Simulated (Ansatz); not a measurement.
Theory: DFT PBE, scalar-relativistic, plane waves, PAW (Ansatz). Cutoff 420 eV, Γ-centred meshes of about 0.25 Å⁻¹ or finer for metals and 0.3 Å⁻¹ for insulators (2π included), Gaussian smearing. No spin polarisation.

All energies are static (0 K, no zero-point motion).

Two relaxed structures of Sn₂Sb₃Te:

A.

```yaml
crystal:
  lattice:
    - [4.43003, 0.00000, 0.00000]
    - [-2.21501, 3.83652, 0.00000]
    - [0.00000, 0.00000, 10.80129]
  atoms:
    - { symbol: Sn, position: [0.33333, 0.66667, 0.17634] }
    - { symbol: Sn, position: [0.66667, 0.33333, 0.82366] }
    - { symbol: Sb, position: [0.33333, 0.66667, 0.66488] }
    - { symbol: Sb, position: [0.00000, 0.00000, 0.50000] }
    - { symbol: Sb, position: [0.66667, 0.33333, 0.33511] }
    - { symbol: Te, position: [0.00000, 0.00000, 0.00000] }
```

B.

```yaml
crystal:
  lattice:
    - [4.40842, 0.00000, 0.00000]
    - [-2.20421, 3.81780, 0.00000]
    - [0.00000, 0.00000, 10.75742]
  atoms:
    - { symbol: Sn, position: [0.66667, 0.33333, 0.33524] }
    - { symbol: Sn, position: [0.33333, 0.66667, 0.66476] }
    - { symbol: Sb, position: [0.33333, 0.66667, 0.17564] }
    - { symbol: Sb, position: [0.66667, 0.33333, 0.82437] }
    - { symbol: Sb, position: [0.00000, 0.00000, 0.50000] }
    - { symbol: Te, position: [0.00000, 0.00000, 0.00000] }
```

Question: Which placement of the atoms is lower in energy, and by how much?

Answer: A is lower, by 75 meV/atom. The two share one framework of sites and differ in which element sits where. A has space group P-3m1 (No. 164), 30.6 Å³/atom and no gap on its mesh; B has space group P-3m1 (No. 164), 30.2 Å³/atom and no gap. Counting Sb or Te atoms around Sn (for each partner element, those within 1.25 times its shortest distance or 1.15 times the sum of covalent radii, where it is the nearest in units of that sum or under 1.3), A and B both have Sn 6. In A, Sn is surrounded by 3 Sb at 3.08 Å and 3 Te at 3.19 Å; Sb on a site of symmetry 3m has 3 Sn at 3.08 Å and 3 Sb at 3.12 Å; Te has 6 Sn at 3.19 Å; 1 more site not described. In B, around Sn lie 6 Sb at 3.07–3.10 Å; Sb on a site of symmetry 3m is surrounded by 3 Sn at 3.07 Å and 3 Te at 3.17 Å; Te is surrounded by 6 Sb at 3.17 Å; 1 more site not described. Both come from trial cells of a structure search.

Spin–orbit coupling, which can matter for Sb and Te, is left out. A has imaginary phonons (to 51i cm⁻¹ on its k mesh, which matters in a metal), so it may be a saddle point. Other cells relaxed within their symmetry can be saddle points.
